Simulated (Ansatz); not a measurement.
An ordered 8-atom cell of In3GaP4 on the zincblende lattice, 8 atoms and 72 valence electrons in a cell of about 194 Å³, was run 7 times in Ansatz 0.2.0, each time on 4 threads of Arm Neoverse V1, with other jobs on the host.

```tsv
run	k mesh	irreducible k	cutoff (eV)	plane waves	bands	SCF iterations	wall time	peak host memory (GiB)
relaxation, PBE	6×4×4	36	420	3873	44	37	42 s	0.64
relaxation, r2SCAN	6×4×4	36	500	4931	44	30	67 s	0.99
bands, PBE	6×4×4	36	420	3801	42	7	25 s	0.85
single point, r2SCAN	6×4×4	36	500	4931	42	7	20 s	0.92
single point, HSE06	4×2×4	18	420	3801	42	18	2.7 min	3.7
single point, PBE+SOC	6×4×4	36	420	3801	84	9	85 s	2.1
single point, PBE0	4×2×4	18	420	3801	42	19	2.7 min	3.7
```

The slowest run (single point, PBE0) took about 8 times as long as the quickest (single point, r2SCAN).

Only the levels marked +SOC include spin-orbit coupling.
